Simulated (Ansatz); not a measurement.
Sensitivity of the gradients in SiC with vanadium replacing Si to the input

Cell: a supercell of SiC (zinc blende type, F-43m) built from a computed structure from the Materials Project (it need not be an observed phase), with all atoms left at the host's positions.

```cif
data_VSi26C27
_symmetry_space_group_name_H-M 'F-43m'
_symmetry_Int_Tables_number 216
_cell_length_a 13.0620
_cell_length_b 13.0620
_cell_length_c 13.0620
_cell_angle_alpha 90.000
_cell_angle_beta 90.000
_cell_angle_gamma 90.000
loop_
_atom_site_label
_atom_site_type_symbol
_atom_site_symmetry_multiplicity
_atom_site_Wyckoff_symbol
_atom_site_fract_x
_atom_site_fract_y
_atom_site_fract_z
V V 4 d 0.2500 0.7500 0.2500
Si2 Si 48 h 0.4167 0.7500 0.4167
Si5 Si 16 e 0.5833 0.5833 0.4167
Si9 Si 16 e 0.9167 0.4167 0.5833
Si15 Si 24 g 0.7500 0.4167 0.7500
C28 C 4 a 0.0000 0.0000 0.0000
C29 C 48 h 0.1667 0.0000 0.1667
C32 C 16 e 0.3333 0.8333 0.1667
C36 C 16 e 0.6667 0.6667 0.3333
C42 C 24 f 0.5000 0.6667 0.5000
```

One atom of each set is listed; the run and its k-mesh use a cell of 54 atoms with edges of 9.24, 9.24, 9.24 Å.

Reference run. All values are calculated (Ansatz; DFT, PBE, plane waves and PAW, scalar-relativistic, 420 eV cutoff, Γ-centred 3×3×3 k-points, Fermi–Dirac smearing 0.01 eV, cell charge +1), not measured.

Task: The input is changed as follows: `kpoints.mp_grid.grid`: [3, 3, 3] → [4, 4, 4]. What happens to V_zz (10²¹ V/m²) and η?

Result: 

| site | V_zz reference | η reference | V_zz changed | η changed |
| --- | --- | --- | --- | --- |
| V | 0.00 | – | 0.00 | – |
| Si2 | 1.38 | 0.14 | 1.38 | 0.14 |
| Si5 | -0.20 | 0.00 | -0.20 | 0.00 |
| Si9 | -0.17 | 0.00 | -0.17 | 0.00 |
| Si15 | -0.12 | 0.29 | -0.12 | 0.29 |
| C29 | -0.15 | 0.31 | -0.15 | 0.32 |
| C32 | -0.68 | 0.00 | -0.68 | 0.00 |
| C42 | 0.47 | 0.24 | 0.47 | 0.24 |

No V_zz moves by more than 0.01. Other sites with |V_zz| of 0.02 or less aren't listed. SCF iterations: 7 and 7.

On the reference run: The defect repeats with the cell of 54 atoms, so it feels its images: sites between two images don't show the values beside a lone defect, and zeros or small values of η there can come from the images' arrangement. A uniform background compensates the cell's charge. The cell keeps the host's lattice, where the PBE pressure is 6 GPa (in a charged cell this depends on the convention for the mean potential). The neighbours have not yet relaxed around the defect (largest force 0.78 eV/Å), so a real crystal will differ.
